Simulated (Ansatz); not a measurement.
**Structures of Pd2S: which is lowest?**

Plane-wave DFT in Ansatz with scalar-relativistic PAW potentials, cutoff 420 eV, Γ-centred meshes chosen by cell and gap, Gaussian smearing with energies taken to zero width. Every cell was relaxed (cell and atoms) in a run of its own, within the symmetry of its start. Functional: PBE.

Relaxed structures (starts from databases or built by putting these elements on another compound's sites):
A. Pnnm, 6 atoms in the computed cell, a = 3.702 Å, b = 6.667 Å, c = 3.945 Å; sites (symmetry × multiplicity) Pd ..m × 4, S ..2/m × 2; start: built
B. P6/mmm, 3 atoms in the computed cell, a = 4.488 Å, c = 2.756 Å; sites (symmetry × multiplicity) Pd -6m2 × 2, S 6/mmm × 1; start: built

Problem. Rank them by energy. Could pressure change the order?

Solution.
| structure | group | E − E(lowest) (meV/atom) | V (Å³/atom) | gap on mesh (eV) |
| --- | --- | --- | --- | --- |
| A | Pnnm | 0.0 | 16.23 | 0.00 |
| B | P6/mmm | 576 | 16.02 | 0.00 |

A is lowest, 576 meV/atom under B. The two lowest differ in volume by under 3 %, too little for a first-order estimate of what pressure does to that pair (other pairs aren't weighed here); with rigid cells even 3 % in favour of the higher one would need about 190 GPa. Other structures may lie lower than all of these, and vibrations aren't counted.